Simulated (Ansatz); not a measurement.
# Response properties of RbLuS₂ (R-3m)

The conventional cell has a = 3.935 Å, b = 3.935 Å, c = 22.618 Å, α = 90.00°, β = 90.00°, γ = 120.00°. Around Rb (atom 1) lie 6 S at 3.26 Å. Around Lu (atom 2) lie 6 S at 2.69 Å. Around S (atom 3) lie 3 Lu at 2.69 Å.

Ansatz runs use the cell relaxed by PAW under their functional.

Q: What are its gap and electron mass? (PBEsol, all-electron LAPW in Ansatz 0.2.0, scalar-relativistic; a = 3.935, c = 22.618 Å; k mesh 6×6×6, fixed occupations, basis error target 1 meV/atom)

A: Kohn-Sham band edges (the gap between refined extrema, the direct gap on the fine mesh): gap = 2.08 eV, least direct gap = 2.92 eV, electron conductivity mass = 0.477 mₑ, ε∞ without local fields (PAW) = 5.90.

Q: How stiff is it? (PBEsol, all-electron LAPW in Ansatz 0.2.0, scalar-relativistic; a = 3.935, c = 22.618 Å; k mesh 6×6×6, strains of ±0.005, fixed occupations, basis error target 1 meV/atom)

A: Elastic moduli (Hill averages, relaxed ions; θ_D from sound speeds over directions): B = 48.5 GPa, G = 31.1 GPa, C11 = 94.5 GPa, C33 = 91.6 GPa, C44 = 30.4 GPa, ν = 0.236, θ_D = 269 K.

Q: How does it vibrate? (PBEsol, all-electron LAPW in Ansatz 0.2.0, scalar-relativistic; a = 3.935, c = 22.618 Å; k mesh 6×6×6, fixed occupations, basis error target 1 meV/atom; q mesh 1×1×1)

A: Harmonic phonons by finite displacements (no LO-TO term; negative means unstable): highest mode = 280 cm⁻¹, lowest optical at Γ = 71.4 cm⁻¹.

Q: How does it screen a field? (PBEsol, PAW on Ansatz 0.2.0's default frozen-core files (fitted under PBE), scalar-relativistic; a = 3.935, c = 22.618 Å; k mesh 6×6×6, fixed occupations, cutoff 420 eV)

A: Dielectric response and Born charges by linear response (direction means): ε∞ = 5.17, largest |Z*| = 3.43 e, ε₀ = 12.2.

Q: How much do local fields and the kernel change ε∞?

A: From 5.90 (independent particles) to 5.17 (linear response), -12 %. The two sums use different k meshes, so a part of a few per cent can be the mesh's.

Known limits: no spin-orbit coupling on heavy atoms (band edges); semilocal gaps are low, and light masses and ε∞ follow the gap (band edges); zone-boundary modes aren't tested (phonons, field response); frozen-core PAW files fitted under PBE, their cores solved anew for the functional of the run (field response); field response not resolved by the mesh (field response); semilocal gaps are low, so ε∞ comes out large.
